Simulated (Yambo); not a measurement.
Sr2MgWO6 (space group Fm-3m, No. 225), G0W0@PBEsol in Yambo with this input:

```
rim_cut
gw0
dyson
el_el_corr
HF_and_locXC
ppa
em1d
RandQpts= 1000000
RandGvec= 1 Ry
EXXRLvcs= 84 Ry
VXCRLvcs= 336 Ry
Chimod= "HARTREE"
% BndsRnXp
 3 | 203 |
%
NGsBlkXp= 7 Ry
% LongDrXp
 1.0 | 1.0 | 1.0 |
%
PPAPntXp= 27.2114 eV
% GbndRnge
 1 | 203 |
%
GTermKind= "BG"
DysSolver= "n"
ExtendOut
```

On a 2×2×2 mesh, with wavefunctions cut at 84 Ry, the gap (Γ → X) is 4.577 eV and the valence edge shifts by -0.536 eV.

### Question
What happens with this change: no terminator?

### Answer
The gap rises by 0.048 eV, to 4.625 eV; the shift of the valence edge becomes -0.298 eV. Neither run is shown to be the converged limit.

Spin-orbit coupling is not included.

Geometry of the Materials Project entry, not relaxed at this level; primitive cell a = b = c = 5.678 Å, α = β = γ = 60.00°.

The structure is a Materials Project entry; no match was found in the copy of COD used, and its stability was not checked.

A shift is the quasiparticle energy of the state minus its PBEsol energy.
